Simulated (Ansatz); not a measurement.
209Bi nuclear quadrupole resonance in Bi2Se3 at a changed volume

Cell: an entry of the Crystallography Open Database (COD), relaxed with PBE at fixed cell and then changed (volume scaled by 1.04, ions relaxed).

```
Bi Se
1.0
     1.99082    1.14940    9.26298
    -1.99082    1.14940    9.26298
     0.00000   -2.29880    9.26298
Bi Se
2 3
Cartesian
  0.0000 0.0000 16.6096
  0.0000 0.0000 11.1794
  0.0000 0.0000 22.0661
  0.0000 0.0000 5.7229
  0.0000 0.0000 0.0000
```

Atom numbers follow the list; atoms alike are taken as one site, whose name carries the number of the first.

All values are calculated (Ansatz; DFT, PBE, plane waves and PAW, scalar-relativistic, 420 eV cutoff, Γ-centred 14×14×14 k-points, Fermi–Dirac smearing 0.05 eV), not measured.

209Bi: I = 9/2, Q = -516.0 mb (year-2017 value). Static lattice, zero field.

(1) Predict the zero-field 209Bi lines of each site.

## Answers

(1) For I = 9/2 and η = 0 the lines are |C_Q|/24 times 1, 2, 3 and 4; η shifts the lowest up most.

```tsv
site	atoms	V_zz (10²¹ V/m²)	C_Q (MHz)	η	line frequencies (MHz)
Bi	1, 2	2.03	-25.3	0.00	1.05, 2.11, 3.16, 4.21
```

An axis of threefold or higher order runs through Bi, so V_zz lies along it and η is zero.

With no gap above 0.1 eV, as in a metal, the gradients converge slowly in k; expect changes of a tenth or more on a denser mesh. Spin–orbit coupling is left out, which shifts gradients on Bi by a few per cent in wide-gap crystals, and can shift them far more where the calculated gap is small or absent, as here. Newer work puts Q(²⁰⁹Bi) near −420 mb, which would lower these couplings by about a fifth. Semilocal functionals make gaps too small and can close them, so the real compound need not be a metal. At this changed cell the PBE pressure is 9 GPa.

The relaxation (4 steps) took 2.4 min of wall time (2.4 min of CPU time) and 1.6 GiB at its peak, on 1 thread of Intel Xeon 6975P-C (Granite Rapids) (x86_64; 16 cores open to the job, memory cap 3.0 GiB, no GPU), a shared host with a load of 0.4 a core.
